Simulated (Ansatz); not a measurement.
**Relaxation of BiN (WC-type structure), step by step**

Computed with Ansatz (plane waves, PAW, 420 eV cutoff): PBE, scalar-relativistic, no spin polarisation, 12×12×10 k-mesh, Gaussian smearing of 0.05 eV. The datasets are Ansatz's generated set soft_2.

The structure was built from a prototype; whether the compound forms in it isn't claimed.

```yaml
crystal:
  lattice:
    - [3.4261742452, 0.0, 0.0]
    - [-1.7130871226, 2.9671539342, 0.0]
    - [0.0, 0.0, 3.3437763165]
  atoms:
    - { symbol: Bi, position: [0.0, 0.0, 0.0] }
    - { symbol: "N", position: [0.6666666667, 0.3333333333, 0.5] }
basis:
  ecutwfc: 420
  ecutrho_ratio: 4
kpoints:
  mp_grid: { grid: [12, 12, 10] }
hamiltonian:
  xc: pbe
scf:
  occupations: { method: gaussian, width: 0.05 }
output:
  forces: true
  stress: true
  eigenvalues: true
relax:
  f_tol: 0.01
  max_steps: 60
  cell: { stress_tol: 0.04 }
```

Launched as:
```sh
ansatz run input.yaml --threads 2 --pin off --max-ram 2662MiB --backend cpu --events-out ev --progress --plain --runs-dir out
```

Positions (Å) and forces (eV/Å) at the first step:

```xyz
2
Lattice="3.426 0.000 0.000 -1.713 2.967 0.000 0.000 0.000 3.344" Properties=species:S:1:pos:R:3:forces:R:3 pbc="T T T"
Bi    0.000    0.000    0.000    0.000    0.000    0.000
N     1.713    0.989    1.672    0.000    0.000    0.000
```

**Question.** Where does the relaxation end?

**Answer.** After 7 further evaluations the energy is 13.5 meV/atom lower and the largest force component 0.000 eV/Å; space group P-6m2.
```xyz
2
Lattice="3.489 0.000 0.000 -1.745 3.022 0.000 0.000 0.000 3.265" Properties=species:S:1:pos:R:3 pbc="T T T"
Bi    0.000    0.000    0.000
N     1.745    1.007    1.633
```

The course:

```csv
step,E − E(end) (meV/atom),largest force component (eV/Å),P (GPa),a (Å),b (Å),c (Å),accepted
1,13.48,0.000,0.31,3.426,3.426,3.344,yes
2,14.44,0.000,1.06,3.534,3.534,3.180,no
3,0.60,0.000,-0.12,3.486,3.486,3.272,yes
4,0.53,0.000,0.06,3.488,3.488,3.265,yes
5,0.54,0.000,0.01,3.488,3.488,3.266,yes
6,0.00,0.000,0.05,3.488,3.488,3.266,yes
7,0.01,0.000,0.00,3.489,3.489,3.265,yes
8,0.00,0.000,0.00,3.489,3.489,3.265,yes
```

Late in the path the plane-wave basis is renewed for the changed cell, which shifts energy and pressure at the same geometry (Pulay error), so rows before the renewal hold an offset.

Step 6 in full:

```xyz
2
Lattice="3.488 0.000 0.000 -1.744 3.021 0.000 0.000 0.000 3.266" Properties=species:S:1:pos:R:3:forces:R:3 pbc="T T T"
Bi    0.000    0.000    0.000    0.000    0.000    0.000
N     1.744    1.007    1.633    0.000    0.000    0.000
```

Cost: 28 s on 2 threads of Arm Neoverse V1, with other jobs on the host, peak memory 0.37 GiB.

Scalar-relativistic only: spin–orbit splittings of the heavy atoms' levels are missing.
